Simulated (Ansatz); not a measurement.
Values for one crystal, relaxed and computed with plane-wave PAW PBEsol (Ansatz code); other levels are named.

| Item | Value |
|---|---|
| Volume per atom | 22.38 Å³ |
| Electronic character | metallic (no gap) |
| Pressure derivative B′ | 5.6 |
| Young's modulus | 77.1 GPa |
| Hill bulk and shear moduli | 108 and 27.9 GPa |
| Debye temperature from the elastic constants | 193 K |
| Density of states at the Fermi level | 0.33 states/eV per atom (mean over ±0.08 eV) |

Task: Pick the material that matches.
A) InBi, zinc blende
B) Sn2Pt, fluorite or antifluorite type
C) MgRh, CsCl type
D) YIn, CsCl type

Result: B, Sn2Pt, fluorite or antifluorite type

Space group Fm-3m (fluorite or antifluorite type). The workflow started from a Materials Project entry (that database holds measured and hypothetical structures alike); the Crystallography Open Database files this formula in space group No. 225, but the cells were not matched. Its standing as an ambient phase is unchecked. The PBEsol relaxation kept the symmetry of its start; of distortions, only those at the zone centre were tested. The run is not spin-polarised. As this level gives no gap, shear constants depend on the k-mesh and smearing (Fermi–Dirac, 0.1 eV here). Spin–orbit coupling is left out wherever it is not named.

Potentials: the later of the program's two PAW sets.
